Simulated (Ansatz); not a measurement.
Input, command and steps of an Ansatz relaxation.

```yaml
crystal:
  lattice:
    - [-3.3680455909, 3.3680455909, 2.9415245336]
    - [3.3680455909, -3.3680455909, 2.9415245336]
    - [3.3680455909, 3.3680455909, -2.9415245336]
  atoms:
    - { symbol: B, position: [0.75, 0.25, 0.5] }
    - { symbol: B, position: [0.25, 0.75, 0.5] }
    - { symbol: B, position: [0.25, 0.25, 0.0] }
    - { symbol: B, position: [0.75, 0.75, 0.0] }
    - { symbol: Se, position: [0.679, 0.179, 0.858] }
    - { symbol: Se, position: [0.179, 0.321, 0.5] }
    - { symbol: Se, position: [0.321, 0.821, 0.142] }
    - { symbol: Se, position: [0.821, 0.679, 0.5] }
basis:
  ecutwfc: 420
kpoints:
  mp_grid: { grid: [4, 4, 4] }
hamiltonian:
  xc: pbe
scf:
  occupations: { method: gaussian, width: 0.1 }
  lower_state_search: "off"
output:
  forces: true
  stress: true
  eigenvalues: true
relax:
  adjacent_minimum: "off"
  f_tol: 0.04
  max_steps: 70
  cell: { stress_tol: 0.4 }
```

```bash
ansatz run input.yaml --threads 1 --pin off --max-ram 2560MiB --backend cpu --events-out ev --progress --plain --runs-dir out
```

Level of theory: DFT PBE, scalar-relativistic, plane waves, PAW in Ansatz 0.2.0.

Of 6 frames 6 are shown, positions in Å and forces in eV/Å; the SCF threshold varies from step to step. Steps run on the plane waves of an earlier cell, with a Pulay correction in the pressure. The basis is chosen afresh for the last frame, the zero of the energies, and at times for earlier ones too; energy and pressure step there, also at an unchanged geometry.

```xyz
8
Lattice="-3.3680 3.3680 2.9415 3.3680 -3.3680 2.9415 3.3680 3.3680 -2.9415" Properties=species:S:1:pos:R:3:forces:R:3 pbc="T T T" step=1 free_energy_over_end_meV_per_atom=191.40 pressure_GPa=-8.38
B     0.0000    3.3680    1.4708    0.0000    0.0000    0.0000
B     3.3680    0.0000    1.4708    0.0000    0.0000    0.0000
B     0.0000    0.0000    1.4708    0.0000    0.0000    0.0000
B     0.0000    0.0000    4.4123    0.0000    0.0000    0.0000
Se    1.2058    4.5738    0.0000   -1.4879   -1.4879    0.0000
Se    2.1623    1.2058    0.0000    1.4879   -1.4879    0.0000
Se    2.1623   -1.2058    2.9415    1.4879    1.4879    0.0000
Se    1.2058    2.1623    2.9415   -1.4879    1.4879    0.0000
8
Lattice="-3.4074 3.4074 2.7984 3.4074 -3.4074 2.7984 3.4074 3.4074 -2.7984" Properties=species:S:1:pos:R:3:forces:R:3 pbc="T T T" step=2 free_energy_over_end_meV_per_atom=31.24 pressure_GPa=-1.82
B     0.0000    3.4074    1.3992    0.0000    0.0000    0.0000
B     3.4074    0.0000    1.3992    0.0000    0.0000    0.0000
B     0.0000    0.0000    1.3992    0.0000    0.0000    0.0000
B     0.0000    0.0000    4.1976    0.0000    0.0000    0.0000
Se    1.1119    4.5193    0.0000   -0.3116   -0.3116    0.0000
Se    2.2955    1.1119    0.0000    0.3116   -0.3116    0.0000
Se    2.2955   -1.1119    2.7984    0.3116    0.3116    0.0000
Se    1.1119    2.2955    2.7984   -0.3116    0.3116    0.0000
8
Lattice="-3.4890 3.4890 2.6545 3.4890 -3.4890 2.6545 3.4890 3.4890 -2.6545" Properties=species:S:1:pos:R:3:forces:R:3 pbc="T T T" step=3 free_energy_over_end_meV_per_atom=3.19 pressure_GPa=1.56
B     0.0000    3.4890    1.3273    0.0000    0.0000    0.0000
B     3.4890    0.0000    1.3273    0.0000    0.0000    0.0000
B     0.0000    0.0000    1.3273    0.0000    0.0000    0.0000
B     0.0000    0.0000    3.9818    0.0000    0.0000    0.0000
Se    1.1080    4.5970    0.0000    0.1374    0.1374    0.0000
Se    2.3810    1.1080    0.0000   -0.1374    0.1374    0.0000
Se    2.3810   -1.1080    2.6545   -0.1374   -0.1374    0.0000
Se    1.1080    2.3810    2.6545    0.1374   -0.1374    0.0000
8
Lattice="-3.5895 3.5895 2.6513 3.5895 -3.5895 2.6513 3.5895 3.5895 -2.6513" Properties=species:S:1:pos:R:3:forces:R:3 pbc="T T T" step=4 free_energy_over_end_meV_per_atom=2.13 pressure_GPa=-1.21
B     0.0000    3.5895    1.3257    0.0000    0.0000    0.0000
B     3.5895    0.0000    1.3257    0.0000    0.0000    0.0000
B     0.0000    0.0000    1.3257    0.0000    0.0000    0.0000
B     0.0000    0.0000    3.9770    0.0000    0.0000    0.0000
Se    1.1226    4.7121    0.0000   -0.0264   -0.0264    0.0000
Se    2.4669    1.1226    0.0000    0.0264   -0.0264    0.0000
Se    2.4669   -1.1226    2.6513    0.0264    0.0264    0.0000
Se    1.1226    2.4669    2.6513   -0.0264    0.0264    0.0000
8
Lattice="-3.5665 3.5665 2.6255 3.5665 -3.5665 2.6255 3.5665 3.5665 -2.6255" Properties=species:S:1:pos:R:3:forces:R:3 pbc="T T T" step=5 free_energy_over_end_meV_per_atom=0.49 pressure_GPa=-0.05
B     0.0000    3.5665    1.3127    0.0000    0.0000    0.0000
B     3.5665    0.0000    1.3127    0.0000    0.0000    0.0000
B     0.0000    0.0000    1.3127    0.0000    0.0000    0.0000
B     0.0000    0.0000    3.9382    0.0000    0.0000    0.0000
Se    1.1236    4.6901    0.0000    0.0159    0.0159    0.0000
Se    2.4428    1.1236    0.0000   -0.0159    0.0159    0.0000
Se    2.4428   -1.1236    2.6255   -0.0159   -0.0159    0.0000
Se    1.1236    2.4428    2.6255    0.0159   -0.0159    0.0000
8
Lattice="-3.5665 3.5665 2.6255 3.5665 -3.5665 2.6255 3.5665 3.5665 -2.6255" Properties=species:S:1:pos:R:3:forces:R:3 pbc="T T T" step=6 free_energy_over_end_meV_per_atom=0.00 pressure_GPa=-0.02
B     0.0000    3.5665    1.3127    0.0000    0.0000    0.0000
B     3.5665    0.0000    1.3127    0.0000    0.0000    0.0000
B     0.0000    0.0000    1.3127    0.0000    0.0000    0.0000
B     0.0000    0.0000    3.9382    0.0000    0.0000    0.0000
Se    1.1236    4.6901    0.0000    0.0157    0.0157    0.0000
Se    2.4428    1.1236    0.0000   -0.0157    0.0157    0.0000
Se    2.4428   -1.1236    2.6255   -0.0157   -0.0157    0.0000
Se    1.1236    2.4428    2.6255    0.0157   -0.0157    0.0000
```

The start puts this composition into another compound's structure type, which needn't suit it. At the end the space group is I4/mcm (tolerance 0.05 Å).

The run took 17 s on 1 thread of Intel(R) Xeon(R) 6975P-C (Granite Rapids) (shared host), peak memory 0.53 GiB.

The k mesh is coarse.